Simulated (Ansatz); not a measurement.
# Is this MgTiN structure a true minimum?

It was reached by relaxing an invented guess, and it needn't be the stable form of this composition.

These are results of DFT PBE, scalar-relativistic, plane waves, PAW (Ansatz 0.2.0), not measurements. Plane waves to 420 eV, a k mesh through Γ of 18×18×10 on the computed 3-atom cell and Gaussian smearing (0.10 eV); no spin polarisation.

The cell below (3 atoms, space group P-6m2 (No. 187)) is relaxed within its symmetry.

```
Mg Ti N
1.0
     3.32537    0.00000    0.00000
    -1.66269    2.87986    0.00000
     0.00000    0.00000    5.26489
Mg Ti N
1 1 1
Direct
  0.00000 0.00000 0.00000
  0.66667 0.33333 0.50000
  0.33333 0.66667 0.50000
```

For the test a repeat of it with 6 atoms (edges 3.33, 3.33, 10.53 Å) was strained at random (σ = 1.5 % a component), the atoms were moved at random (σ = 0.15 Å), and all was relaxed again on a coarse 6×6×2 mesh (in the run’s order of axes) with 0.20 eV smearing, with no symmetry imposed.

Question: What happens?

Answer: It doesn't return. The energy falls by 265 meV/atom on that mesh, the volume changes by -18.8 %, and the end has space group P-6m2 (No. 187) at a loose tolerance. Relaxed again on a 12×12×4 mesh with 0.10 eV smearing, the new structure lies 273 meV/atom below the first (mesh in the axes of the run's cell; the cell below is made exact in the group named). Space group P-6m2 (No. 187), hexagonal, a = 3.082 Å, c = 9.923 Å. Mg on its first site has 6 Mg at 3.08 Å and 6 Ti at 3.13 Å; Mg on its second site is surrounded by 6 N at 2.28 Å, 6 Ti at 2.98 Å and 6 Mg at 3.08 Å; Ti has 3 N at 2.02 Å, 6 Mg at 2.98–3.13 Å and 6 Ti at 3.08 Å; around N lie 3 Ti at 2.02 Å and 3 Mg at 2.28 Å.

```
CELL_PARAMETERS angstrom
3.08213 0.00000 0.00000
-1.54107 2.66921 0.00000
0.00000 0.00000 9.92288
ATOMIC_POSITIONS crystal
Mg 0.00000 0.00000 0.00000
Mg 0.00000 0.00000 0.50000
Ti 0.66667 0.33333 0.25958
Ti 0.66667 0.33333 0.74042
N 0.33333 0.66667 0.35571
N 0.33333 0.66667 0.64429
```
